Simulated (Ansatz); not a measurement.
HfO$_{2}$ in space group P4_2/nmc (No. 137; Hf on 2a, O on 4d), LDA in the plane-wave PAW code Ansatz, all energies at zero smearing, with the estimated change up to a 700 eV cutoff added, with one set of potentials and settings (totals compare only within such a set). Cell of 6 atoms (2 Hf, 4 O): -33187.400 eV.

| element | reference phase | E (eV/atom) |
|---|---|---|
| Hf | P6_3/mmc, 2 atoms in the cell | -15477.4942 |
| O | C2/m, 4 atoms in the cell, spin-polarised | -552.6597 |

Formation energy per atom, worked out: (-33187.400 − 2×(-15477.4942) − 4×(-552.6597))/6 = -3.629 eV/atom (-350 kJ per mol of atoms), at 0 K, without zero-point energy or fitted corrections.

This is a known high-temperature phase of the composition, computed here at zero pressure and temperature. Symmetry was held in the LDA relaxation; phonons on a q-mesh show no instability. The run is not spin-polarised. The references are the lowest solids computed at this level, not always the standard phases (solids in place of the gases). Spin–orbit coupling is left out wherever it is not named.

Potentials: the earlier of the program's two PAW sets.
